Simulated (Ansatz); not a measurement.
# Computed properties of Sn2Au

Sn2Au (cubic Laves (MgCu2 type), Fd-3m), a = b = c = 8.551 Å, α = β = γ = 90.00°; the cell used has 6 atoms.

Space group Fd-3m (No. 227), cubic Laves (MgCu2 type); conventional cell a = 8.5506 Å, b = 8.5506 Å, c = 8.5506 Å, α = 90.00°, β = 90.00°, γ = 90.00°.

Method: r²SCAN (plane waves, PAW; program Ansatz). Geometry: relaxed at this level of theory. Other levels are named where they apply.

Cell and energy:

| Item | Result |
|---|---|
| Volume per atom | 26.05 Å³ |
| Density | 9.23 g/cm³ |
| Formation energy from the elements (no fitted shifts) | 0.57 eV/atom |

Electronic structure:

| Quantity | Value |
|---|---|
| Electronic character | metallic (no gap) |
| Density of states at the Fermi level | 0.51 states/eV per atom (mean over ±0.08 eV) |
| Gap with spin–orbit coupling | none (metallic) |

Mechanics:

| Quantity | Value |
|---|---|
| Bulk modulus (Birch–Murnaghan fit) | 53.8 GPa |
| Pressure derivative B′ | 5.1 |

Charges:

| Quantity | Value |
|---|---|
| Bader charges | Sn +0.21, Au -0.43 e |

A made-up cell: these elements were put on the sites of a structure type; neither database checked (COD, Materials Project) lists it. COD files the formula under space group No. 61. Its standing as an ambient phase is unchecked. The cell was relaxed with r²SCAN under the symmetry of its start; whether a distortion lowers the energy is not shown. The references are the lowest solids computed at this level, not always the standard phases. Spin–orbit coupling is left out wherever it is not named.

Potentials: the earlier of the program's two PAW sets.
